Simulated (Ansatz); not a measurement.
HfN (rock salt)

```
CELL_PARAMETERS angstrom
      0.00000     4.54789     4.54789
      2.27394     2.27394     4.54789
      2.27394     2.27394     0.00000
ATOMIC_POSITIONS crystal
  N  0.00000 0.00000 0.00000
  N  0.50000 0.00000 0.00000
  Hf 0.00000 0.50000 0.50000
  Hf 0.50000 0.50000 0.50000
```

The atoms are displaced by Q × the pattern below (from a DFPT mode at X = (0.5, 0.5, 0.0), largest move 1; Q in Å), at fixed cell. It is one choice among 2 degenerate patterns. (q is in reciprocal vectors of the primitive cell; the cell shown is doubled to hold the pattern.)

| atom | x | y | z |
|---|---|---|---|
| N1 | 0.000 | -0.516 | 0.000 |
| N2 | 0.000 | 0.516 | 0.000 |
| Hf3 | 0.000 | 1.000 | 0.000 |
| Hf4 | 0.000 | -1.000 | 0.000 |

All values below come from PBE (plane waves to 420 eV, PAW, scalar-relativistic; Ansatz, a program for electronic structure). k mesh 18×18×18 (Γ-centred), Fermi-Dirac smearing 0.05 eV. E stands for the smeared free energy. Stress and pressure are positive under compression. With partly filled bands, energies and forces of such displacements shift with the k mesh and the smearing. HfN is run without spin polarisation. HfN was relaxed with its symmetry unable to fall. Spin-orbit coupling is left out, though Hf is heavy. ΔE is measured from the undisplaced structure.

Q: What ΔE (meV/cell) and P (GPa) does the calculation give at Q (Å) = -0.187, -0.140, -0.093, -0.047, 0.047, 0.187?

A: 
```tsv
Q (Å)	ΔE (meV/cell)	P (GPa)
-0.187	474	2.7
-0.140	266	1.5
-0.093	118	0.7
-0.047	29	0.2
0.047	29	0.2
0.187	474	2.7
```

(A displaced cell: forces are minus the slopes of the energy, force constants its curvatures, and phonons follow from these.)
